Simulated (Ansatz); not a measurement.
An input for the plane-wave PAW code Ansatz:

```yaml
crystal:
  lattice:
    - [5.9974756632, -0.0675818023, -0.0188868401]
    - [-0.0675818023, 6.1549163363, -0.0426305173]
    - [-0.0188868401, -0.0426305173, 5.9615927378]
  atoms:
    - { symbol: Bi, position: [0.0124438095, 0.0009470687, -0.0025979765] }
    - { symbol: Te, position: [0.4927778961, 0.003764189, 0.0041086314] }
    - { symbol: Te, position: [-0.0014157215, 0.0017708029, 0.5013206897] }
    - { symbol: Te, position: [-0.003805984, 0.4935179394, -0.0028313445] }
basis:
  ecutwfc: 420
  ecutrho_ratio: 4
kpoints:
  mp_grid: { grid: [6, 6, 6] }
hamiltonian:
  xc: pbe
scf:
  occupations: { method: gaussian, width: 0.05 }
output:
  forces: true
  stress: true
  eigenvalues: true
```

Launched as:
```sh
ansatz run input.yaml --threads 2 --pin off --max-ram 2662MiB --backend cpu --events-out ev --progress --plain --runs-dir out
```

The structure was built from a prototype; whether the compound forms in it isn't claimed. The ideal cubic cell shuts out tilts of the octahedra, which such structures often take.

Question: Predict the main results.

Answer: Pressure 0.1 GPa, gap on the mesh zero (metallic), largest force component 0.186 eV/Å (PBE, scalar-relativistic).

What the program printed, in part:

```
Pseudopotentials: kind: paw
Pseudopotential: Bi, paw, valence charge 15, recommended cutoff 420 eV (normal), Bi.paw.azcp
Pseudopotential: Te, paw, valence charge 16, recommended cutoff 420 eV (normal), Te.paw.azcp
Crystal: 4 atoms, lattice volume = 220.026 Å³
Basis set: ecut = 420 eV, 4297 PW (Γ), exchange–correlation on 90×90×80 points (8 copies of the dense FFT grid, shifted against one another)
Bands: 38, of which v1, the nominal top of the filled ones, is band 32 counted from 1 (31 counted from 0)
Symmetry: 1 space group operations
Space group: P1 (ITA 1), of the structure as read, at distance tolerance 6.0e-5 Å
k-points: 112 of 216 (time reversal used)
Initial density: superposition of atomic densities (neutral atoms: chi_scale 0, normalization atom), corrected by the library's trained network
Initial wavefunctions: pseudopotential atomic-orbital guess
Functional: x = pbe(κ = 0.804, μ = 0.21951), c = pbe(β = 0.06672)
```

```
SCF iter   1: F=—  HF=-33333.791752 eV  |F-HF|=—  |Δ(HF+E_count)|=         —  Δρ=2.25e-3  dr2=1.39e-2  ethr=1.77e-3  ⟨swp⟩=8.7  Hψ=19719  notcnv=0  defer=32
SCF iter   2: F=—  HF=-33333.797360 eV  |F-HF|=—  |Δ(HF+E_count)|=   5.61e-3  Δρ=9.60e-4  dr2=2.58e-3  ethr=2.20e-5  ⟨swp⟩=2.4  Hψ=9278  notcnv=0  defer=164
SCF iter   3: F=—  HF=-33333.796603 eV  |F-HF|=—  |Δ(HF+E_count)|=   7.57e-4  Δρ=3.53e-4  dr2=5.30e-4  ethr=4.09e-6  ⟨swp⟩=2.0  Hψ=7652  notcnv=0  defer=164
SCF iter   4: F=—  HF=-33333.796596 eV  |F-HF|=—  |Δ(HF+E_count)|=   7.26e-6  Δρ=1.61e-4  dr2=1.05e-4  ethr=8.41e-7  ⟨swp⟩=2.0  Hψ=7426  notcnv=0  defer=164
SCF iter   5: F=—  HF=-33333.796589 eV  |F-HF|=—  |Δ(HF+E_count)|=   6.62e-6  Δρ=6.60e-5  dr2=2.38e-5  ethr=1.67e-7  ⟨swp⟩=2.0  Hψ=7428  notcnv=0  defer=164
SCF iter   6: F=—  HF=-33333.796531 eV  |F-HF|=—  |Δ(HF+E_count)|=   5.81e-5  Δρ=2.12e-5  dr2=2.51e-6  ethr=3.78e-8  ⟨swp⟩=2.0  Hψ=7404  notcnv=0  defer=164
SCF iter   7: F=—  HF=-33333.796531 eV  |F-HF|=—  |Δ(HF+E_count)|=   4.90e-8  Δρ=7.79e-6  dr2=1.82e-7  ethr=3.99e-9  ⟨swp⟩=2.1  Hψ=4824  notcnv=0  defer=164
SCF iter   8: F=-33333.796531 eV  HF=-33333.796531 eV  |F-HF|=3.07e-8  |Δ(HF+E_count)|=   2.36e-8  Δρ=2.80e-6  dr2=4.72e-8  ethr=1.59e-10  ⟨swp⟩=12.4  Hψ=18878  notcnv=0
```

```
SCF 1 converged in 8 iterations: F = -33333.796531 eV  dr2 = 4.72e-8
SCF converged after 8 iterations
Free energy (F): -33333.796531 eV
E sigma→0 (E₀):  -33333.788180 eV
Entropy (-TS):   -0.016702 eV (-4.175 meV/atom)
Fermi energy:    2.841581 eV
--- Forces (eV/Å), atoms counted from 1 ---
  atom   1  Bi    -0.06905244     0.01254836     0.00462692
  atom   2  Te     0.18625725     0.03161428     0.03173572
  atom   3  Te    -0.06448902     0.02223909    -0.01939638
  atom   4  Te    -0.05271803    -0.06640277    -0.01696686
--- Stress (GPa, compression-positive) ---
        0.755723      -0.451093      -0.122053
       -0.451093      -0.904416      -0.312097
       -0.122053      -0.312097       0.582213
  P = ⅓ Tr σ = 0.1445 GPa (1.445 kbar)
```

Run time: 32 s on 2 threads of Arm Neoverse V2, on a shared host, peak memory 0.88 GiB.

Total energies depend on the potentials used, so only differences within one code and one set of settings carry meaning.

These numbers lack spin–orbit coupling. The cell is a metal with an odd number of electrons, and spin polarisation wasn't tried. A displaced or strained copy of the relaxed cell lay 5.4 meV/atom lower, so the structure isn't a true minimum at this level, unless the mesh, which matters in a metal, makes it so.
